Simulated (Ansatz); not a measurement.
LiMg under pressure: fit and missing row

LiMg, Pm-3m, a = 3.431 Å. The structure is a Materials Project entry; whether it is the stable form wasn't checked. Ansatz: r2SCAN, PAW, 500 eV, Γ-centred 12×12×12 mesh on 2 atoms, Gaussian smearing 0.10 eV; no spin polarisation. Cell and atoms are relaxed at each pressure, and no other structure is tried, so the rows at high pressure may lie past a change of phase.

```tsv
V (Å³/atom)	P (GPa)
?	90.00
10.968	49.98
13.179	24.99
15.386	11.99
17.887	4.07
19.473	1.05
20.198	0.00
21.030	-1.00
```

Q: Take V0 = 20.198 Å³/atom, fit the third-order Birch–Murnaghan form to the other rows, and predict the missing volume.

A: With the Eulerian strain f = ½[(V0/V)^(2/3) − 1] and y = P/[3f(1 + 2f)^(5/2)], the form is the line y = B0 + 1.5 B0 (B0′ − 4) f. Rows (f, y): 0.25120, 23.97; 0.16464, 24.84; 0.09946, 25.53; 0.04219, 26.26; 0.01233, 26.71; -0.01328, 26.85. Means f = 0.09276, y = 25.693; Σ(Δf)² = 0.05059, ΣΔfΔy = -0.5686; the slope is their ratio. y = 26.74 − 11.24 f GPa, so B0 = 26.7 GPa and B0′ = 4 + 2 × (-11.24)/(3 × 26.74) = 3.72. P = 90.00 GPa is met at f = 0.34951 (y = 22.812), so V = V0 (1 + 2f)^(−3/2) = 9.120 Å³/atom. The run gave 9.149 Å³/atom, so the fit is 0.029 Å³/atom too low, 0.24 % of the span of the series, against an rms of 0.006 Å³/atom on the fitted rows. The row lies outside the fitted range. The points of y bend away from a line: a fourth-order term fitted to them gives P = 90.07 GPa at this row's volume (the line 89.15, the run 90.00). Also, this row ran on the mesh 16×16×16, its neighbour on 14×14×14, which can shift it a little.

The mesh isn't the same in all rows (12×12×12, 14×14×14, 16×16×16).